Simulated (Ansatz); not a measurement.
Data:

CoSi$_{2}$ (fluorite or antifluorite type, Fm-3m), a = b = c = 5.3126 Å, α = β = γ = 90.00°; the cell used has 3 atoms.

This is the PBEsol-relaxed structure.

All from plane-wave PAW PBEsol (Ansatz code), unless another level is named. Give the bulk modulus (Birch–Murnaghan fit).

194 GPa.

And the elastic constants (relaxed ions, GPa)?

C11 = 262, C12 = 161, C44 = 95.3.

Symmetry was held in the PBEsol relaxation. The run is not spin-polarised. As this level gives no gap, shear constants depend on the k-mesh and smearing (Fermi–Dirac, 0.1 eV here).

Potentials: the earlier of the program's two PAW sets. The files were generated under PBE; for other functionals the program regenerates the frozen cores, and for LDA and PBEsol the local potential too.
